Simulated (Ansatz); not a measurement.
Relaxed-ion elastic tensor of HfPt3 (Cu3Au type, space group No. 221) in GPa (Voigt order), LDA (plane waves, PAW; program Ansatz); density 20.44 g/cm³, 15.51 Å³ per atom.

```csv
,1,2,3,4,5,6
1,409,207,207,0.0,0.0,0.0
2,207,409,207,0.0,0.0,0.0
3,207,207,409,0.0,0.0,0.0
4,0.0,0.0,0.0,151,0.0,0.0
5,0.0,0.0,0.0,0.0,151,0.0
6,0.0,0.0,0.0,0.0,0.0,151
```

### Question
Is the crystal mechanically stable?

### Answer
Yes: the smallest eigenvalue of C is 151 GPa.

### Question
Work out the Voigt, Reuss and Hill averages.

### Answer
K_V = 275, K_R = 275, K_H = 275; G_V = 131, G_R = 126, G_H = 128 GPa.

### Question
Give Young's modulus, Poisson's ratio, Pugh's ratio and the universal anisotropy index.

### Answer
E = 9KG/(3K + G) = 333 GPa; ν = 0.30; K/G = 2.14 (ductile by the Pugh limit of 1.75); A_U = 5G_V/G_R + K_V/K_R − 6 = 0.20.

### Question
Estimate the sound speeds and the Debye temperature.

### Answer
v_l = √((K + 4G/3)/ρ) = 4670 m/s, v_t = √(G/ρ) = 2510 m/s, mean 2800 m/s; Θ = (h/k)(3n/4πV)^(1/3) v_m = 334 K.

### Question
Give the Zener ratio and Young's modulus along [100], [110] and [111].

### Answer
A = 2C44/(C11 − C12) = 1.49; 1/E = S11 − 2(S11 − S12 − S44/2)Γ with Γ = 0, 1/4, 1/3 gives 270, 346, 382 GPa.

### Question
Solve the Christoffel equation for the three sound speeds along [100], [110], [111].

### Answer
Eigenvalues of C_ijkl n_j n_l equal ρv². In km/s, slowest first: [100] 2.72, 2.72, 4.47; [110] 2.22, 2.72, 4.74; [111] 2.40, 2.40, 4.82.

Space group Pm-3m (Cu3Au type). The first step of the workflow began from a Materials Project structure, measured or hypothetical; the Crystallography Open Database copy checked does not list it. COD files the formula under space group No. 194. Its standing as an ambient phase is unchecked. Symmetry was held in the LDA relaxation; whether a distortion lowers the energy is not shown. No spin polarisation was allowed. As this level gives no gap, shear constants depend on the k-mesh and smearing (Fermi–Dirac, 0.1 eV here). Spin–orbit coupling is left out wherever it is not named.

Potentials: the later of the program's two PAW sets.
